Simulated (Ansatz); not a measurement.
This guess for MgFeC₄N₄ is about to be relaxed.

```cif
data_structure
_symmetry_space_group_name_H-M 'P-43m'
_symmetry_Int_Tables_number 215
_cell_length_a 5.9848
_cell_length_b 5.9848
_cell_length_c 5.9848
_cell_angle_alpha 90.000
_cell_angle_beta 90.000
_cell_angle_gamma 90.000
_cell_volume 214.36
loop_
_atom_site_label
_atom_site_type_symbol
_atom_site_symmetry_multiplicity
_atom_site_Wyckoff_symbol
_atom_site_fract_x
_atom_site_fract_y
_atom_site_fract_z
_atom_site_occupancy
Mg1 Mg 1 b 0.50000 0.50000 0.50000 1
Fe1 Fe 1 a 0.00000 0.00000 0.00000 1
C1 C 4 e 0.18696 0.18696 0.18696 1
N1 N 4 e 0.29983 0.29983 0.29983 1
```

These are results of Ansatz 0.2.0, DFT PBE, scalar-relativistic, plane waves, PAW, not measurements. Cutoff 420 eV, Gaussian smearing, Γ-centred meshes. Cell and atoms relax on a converged mesh. In metals the finer mesh still leaves noise of several meV/atom or more. The steps can't lower the symmetry of their start. Collinear spin, starting moments Fe 4.0 μB.

A guess keeps its type if space group and coordination stay and the shape of the cell changes little (axis ratios within about 15 %, angles within 6°); the volume may change.

Question: Will the relaxed cell still be of the starting type?

Answer: It keeps its type. The symmetry stays P-43m (No. 215). The volume per atom grows by 1.5 %, from 21.4 to 21.8 Å³. The shortest distance stays 1.17 Å (C–N). Counting neighbours within 15 % of an atom's shortest distance, the start has C 1, Fe 4, Mg 4, N 1 and the end C 1, Fe 4, Mg 4, N 1.

Energies over the elements count from the elements' standard structures at the same level (N₂ as a molecule), with no fitted energy shifts.

Question: At what energy does it end?

Answer: +0.14 eV/atom. A positive value: parting into the elements would lower its energy.

The last run used collinear spin, a 6×6×6 mesh for its 10-atom cell and Gaussian smearing of 0.10 eV. In such compounds of Fe a zero gap at this level may well be an artefact, since no Hubbard U is applied. The reference form of C is held partly by dispersion forces, which this level lacks. The magnetic state reached may not be the lowest. A structure relaxed within its symmetry needn't be a true minimum.
